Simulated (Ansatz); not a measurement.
**BiTe: energy along a strain**

BiTe, Fm-3m, a = 6.470 Å (as given, not relaxed at this level: 0.0 GPa). The structure is a COD entry; whether it is the stable form wasn't checked. Ansatz: r2SCAN, PAW, 500 eV, Γ-centred 14×14×14 mesh on 2 atoms, Gaussian smearing 0.15 eV; no spin polarisation. Cell vectors (Å): 0.000 3.235 3.235; 3.235 0.000 3.235; 3.235 3.235 0.000. The cell is strained by x per cent times the pattern (1 1 0 0 0 0) in the order xx yy zz yz xz xy (engineering shears), with fractional coordinates held. y is the free energy over the start, V0 = 33.855 Å³/atom.

| x (%) | y (meV/atom) |
| --- | --- |
| -4.00 | 50.07 |
| -2.00 | ? |
| 0.00 | 0.00 |
| 1.00 | 2.70 |
| 3.00 | 22.38 |
| 4.00 | 38.28 |

Task: Fit y = c2 x² + c3 x³ to the other rows, get the stiffness along the pattern, and predict the missing energy.

Result: Least squares on the rows shown. y = 2.7612 x² − 0.092058 x³. The clamped-ion stiffness p·C·p = 2 × 27.61 eV × 160.2 / 33.855 Å³ = 261 GPa. At x = -2.00 the fit asked for gives 11.78 meV/atom. The run gave 11.58 meV/atom, so the fit is 0.20 meV/atom too high, 0.4 % of the span of the series, against an rms of 0.02 meV/atom on the fitted rows. With a term in x⁴ added, a fit to the same known rows predicts 11.80 meV/atom, no real gain.

Spin–orbit coupling is left out, which can shift energies with elements as heavy as these.